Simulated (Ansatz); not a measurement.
Data:

TiNi:
```cif
data_NiTi
_chemical_formula_sum 'Ti1 Ni1'
_space_group_name_H-M_alt 'P 1'
_space_group_IT_number 1
_cell_length_a 2.93825
_cell_length_b 2.93825
_cell_length_c 2.93825
_cell_angle_alpha 90.000
_cell_angle_beta 90.000
_cell_angle_gamma 90.000
loop_
_space_group_symop_operation_xyz
  'x, y, z'
loop_
_atom_site_label
_atom_site_type_symbol
_atom_site_fract_x
_atom_site_fract_y
_atom_site_fract_z
_atom_site_occupancy
Ti1 Ti 0.50000 0.50000 0.50000 1
Ni1 Ni 0.00000 0.00000 0.00000 1
```

This is the LDA-relaxed structure.

Problem. All from LDA (plane waves, PAW; program Ansatz), unless another level is named. Estimate the Poisson's ratio.

Solution. 0.43.

Problem. What about the elastic constants (relaxed ions, GPa)?

Solution. C11 = 202, C12 = 184, C44 = 52.2.

Space group Pm-3m (CsCl type). The first step of the workflow began from a Materials Project structure, measured or hypothetical; the Crystallography Open Database copy checked does not list it. COD files the formula under space group No. 11, 147, so this cell is another polymorph or a model. With Ti and Ni taken as one species the cell has the higher symmetry Im-3m, so it may be an ordered model of a mixed-site phase. Whether it is the stable phase at ambient conditions was not checked. The LDA relaxation kept the symmetry of its start; of distortions, only those at the zone centre were tested. No spin polarisation was allowed. As this level gives no gap, shear constants depend on the k-mesh and smearing (Fermi–Dirac, 0.1 eV here).

Potentials: the later of the program's two PAW sets.
